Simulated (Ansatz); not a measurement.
Data sheet: Sc3InB (DFT)

Sc₃InB:
```xyz
5
Lattice="4.6357 0.0000 0.0000 0.0000 4.6357 0.0000 0.0000 0.0000 4.6357" Properties=species:S:1:pos:R:3 pbc="T T T"
B      2.3179     2.3179     2.3179
In     0.0000     0.0000     0.0000
Sc     0.0000     2.3179     2.3179
Sc     2.3179     0.0000     2.3179
Sc     2.3179     2.3179     0.0000
```

Space group Pm-3m (No. 221), anti-perovskite; conventional cell a = b = c = 4.636 Å, α = β = γ = 90.00°.

Method: plane-wave PAW PBEsol (Ansatz code). Geometry: relaxed at this level of theory. Other levels are named where they apply.

**Cell and energy**

- Volume per atom = 19.92 Å³
- Density = 4.34 g/cm³
- Formation energy from the elements (no fitted shifts) = -0.42 eV/atom

**Electronic structure**

* **Electronic character**: metallic (no gap)
* **Density of states at the Fermi level**: 1.0 states/eV per atom (mean over ±0.08 eV)
* **Gap with spin–orbit coupling**: none (metallic)

**Mechanics**

- Bulk modulus (Birch–Murnaghan fit): 82.9 GPa
- Pressure derivative B′: 3.5
- Elastic constants (relaxed ions, GPa): C11 = 172, C12 = 37.7, C44 = 52.8
- Mechanical stability: stable (all eigenvalues of C positive)
- Hill bulk and shear moduli: 82.6 and 58.2 GPa
- Young's modulus: 141 GPa
- Poisson's ratio: 0.21
- Debye temperature from the elastic constants: 444 K

**Phonons**

- Highest zone-centre frequency: 460 cm⁻¹
- Zone-centre stability: no imaginary mode at Γ

The workflow started from an entry of the Crystallography Open Database (COD). Its standing as an ambient phase is unchecked. Symmetry was held in the PBEsol relaxation. The run is not spin-polarised. As this level gives no gap, shear constants depend on the k-mesh and smearing (Fermi–Dirac, 0.1 eV here). As this level gives no gap, phonon frequencies hold no LO–TO term and depend on the k-mesh and smearing (Fermi–Dirac, 0.1 eV here). The references are the lowest solids computed at this level, not always the standard phases. Scalar-relativistic: spin–orbit coupling is off unless named, which matters more the heavier the elements.

Potentials: the later of the program's two PAW sets.
